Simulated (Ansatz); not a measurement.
Space group Im-3m (No. 229). a = 3.538 Å, b = 3.538 Å, c = 3.538 Å, α = 90.00°, β = 90.00°, γ = 90.00°
| atom | site | symmetry | x | y | z |
| --- | --- | --- | --- | --- | --- |
| Hf | 2a | m-3m | 0.0000 | 0.0000 | 0.0000 |

Equation of state of this Hf structure (not necessarily the ground state), with shape and atoms relaxed at each volume where symmetry leaves them free. It has no gap at any of these volumes. Method: DFT r2SCAN, scalar-relativistic, plane waves, PAW in Ansatz.

Plane waves to 500 eV, a k mesh through Γ of 16×16×16 on the computed 1-atom cell and Gaussian smearing (0.10 eV); no spin polarisation.

| V (Å³/atom) | E − E(largest V) (meV/atom) | P (GPa) |
| --- | --- | --- |
| 19.486 | 56.33 | 15.88 |
| 20.150 | 0.96 | 11.04 |
| 20.815 | -35.57 | 6.82 |
| 21.479 | -55.55 | 3.16 |
| 22.143 | -61.24 | -0.02 |
| 22.808 | -54.76 | -2.81 |
| 23.472 | -37.67 | -5.29 |
| 24.358 | 0.00 | -8.23 |

Question: Fit a third-order Birch–Murnaghan equation to E(V).

Answer: V0 = 22.11 Å³/atom, B0 = 100 GPa, B0' = 3.6.

Spin-orbit coupling is left out, which matters for the bands of heavy elements.

This bcc form isn't the element's structure at ambient conditions.

Cost: 8 runs of about 1.2 core-minutes in all, on Arm Neoverse V2 (shared hosts).